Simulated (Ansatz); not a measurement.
## Review of an SCF result for Ni

We look at Ni: a measured crystal structure (space group Fm-3m, primitive cell doubled), with 2 atoms per cell. The computed pressure is over 10 GPa in size, so the cell is far from the computed equilibrium volume. Source: COD entry 1534892; the sample's temperature and pressure aren't taken into account, and it need not be the stable phase.

Method: DFT, PBE, PAW, plane waves, scalar-relativistic (Ansatz development build ahead of 0.2.0).

```yaml
crystal:
  lattice:
    - [0.0, 1.725, 1.725]
    - [3.45, 0.0, 3.45]
    - [1.725, 1.725, 0.0]
  atoms:
    - { symbol: Ni, position: [0.0, 0.0, 0.0] }
    - { symbol: Ni, position: [0.0, 0.5, 0.0], spin: 2.0 }
magnetization:
  spin_polarized: true
hamiltonian:
  xc: pbe
  pseudopotentials: { kind: paw }
basis:
  ecutwfc: 420
kpoints:
  mp_grid: { grid: [13, 7, 13] }
scf:
  occupations: { method: gaussian, width: 0.1 }
  lower_state_search: "off"
output:
  forces: true
  stress: true
```

Command:
```sh
ansatz run input.yaml --threads 2 --pin off --max-ram 5120MiB --backend cpu --events-out ev --progress --plain --runs-dir out
```

Time: 32 s on 2 threads of Arm Neoverse N1 (shared host), peak memory 0.48 GiB.

The end of the output:

```
SCF converged after 22 iterations
Magnetization: 1.2153 μB (18.6076 up, 17.3924 down)
Absolute magnetization: 1.3818 μB (∫|ρ↑−ρ↓|, with the PAW one-centre terms)
Spin contamination: 0.0116 ħ² per cell (⟨S²⟩ above its minimum at these occupations)
Per-site moments (μB) at R_I (Å): [(0.6433, 1.0063), (0.6433, 1.0063)]
Free energy (F): -11679.403030 eV
Harris-Foulkes:  -11679.403030 eV  (|F-HF|=4.05e-8)
Internal energy: -11679.387503 eV  (E = F + TS)
E sigma→0 (E₀):  -11679.395267 eV
Entropy (-TS):   -0.015528 eV (-7.764 meV/atom)
Fermi energy:    19.558090 eV
--- Forces (eV/Å), atoms counted from 1 ---
  atom   1  Ni    -0.00000000     0.00000000    -0.00000000
  atom   2  Ni     0.00000000     0.00000000     0.00000000
--- Stress (GPa, compression-positive) ---
       13.367781       0.070969       0.007413
        0.070969      13.485679       0.070969
        0.007413       0.070969      13.367781
  P = ⅓ Tr σ = 13.4071 GPa (134.071 kbar)
```

The mesh has less symmetry than the lattice, which lowers the symmetry of the run.

A small moment in a metal is sensitive to the mesh and the smearing.

Site moments are taken inside atomic spheres and don't add up to the total.

Task: Would you trust this as the ground state? If a lower solution is known, describe it.

Result: As far as the runs go, yes: it is the lowest of 3 states reached by 12 converged runs, and the next lies 52.8 meV/atom higher (antiferromagnetic, site moments Ni1 0.25, Ni2 -0.25 μB, total 0.00 μB per cell, no gap on the k-mesh). That doesn't prove a ground state. States within about 5 meV/atom are too close for this mesh, smearing and search to settle their order. This multiple of the primitive cell fits some opposed orders; other multiples fit others. Orders that need a larger cell or non-collinear spins weren't tried.
